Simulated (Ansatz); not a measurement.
**BN: energy along a strain**

BN, P6_3mc, a = 2.554 Å, c = 4.227 Å (as given, not relaxed at this level: 0.0 GPa, forces to 0.02 eV/Å). This isn't the usual stable structure of the compound. Ansatz: PBE, PAW, 420 eV, Γ-centred 12×12×6 mesh on 4 atoms, Gaussian smearing 0.05 eV; no spin polarisation. Cell vectors (Å): 2.554 0.000 0.000; -1.277 2.212 0.000; 0.000 0.000 4.227. The cell is strained by x per cent times the pattern (1 1 0 0 0 0) in the order xx yy zz yz xz xy (engineering shears), with fractional coordinates held. y is the free energy over the start, V0 = 5.969 Å³/atom. Points with a strain past 8.5 % were computed too (5) and aren't used here.

| x (%) | y (meV/atom) |
| --- | --- |
| -7.50 | ? |
| -3.75 | 61.47 |
| 0.00 | 0.00 |
| 3.75 | 49.51 |
| 7.50 | 180.86 |

Task: Fit y = c2 x² + c3 x³ to the other rows, get the stiffness along the pattern, and predict the missing energy.

Result: Least squares on the rows shown. y = 3.9693 x² − 0.10093 x³. The clamped-ion stiffness p·C·p = 2 × 39.69 eV × 160.2 / 5.969 Å³ = 2131 GPa. At x = -7.50 the fit asked for gives 265.85 meV/atom. The run gave 270.54 meV/atom, so the fit is 4.69 meV/atom too low, 1.7 % of the span of the series, against an rms of 0.61 meV/atom on the fitted rows. The row lies outside the fitted range. With a term in x⁴ added, a fit to the same known rows (none to spare) predicts 276.54 meV/atom, which misses by about as much or more on the other side: the known rows don't fix the higher terms.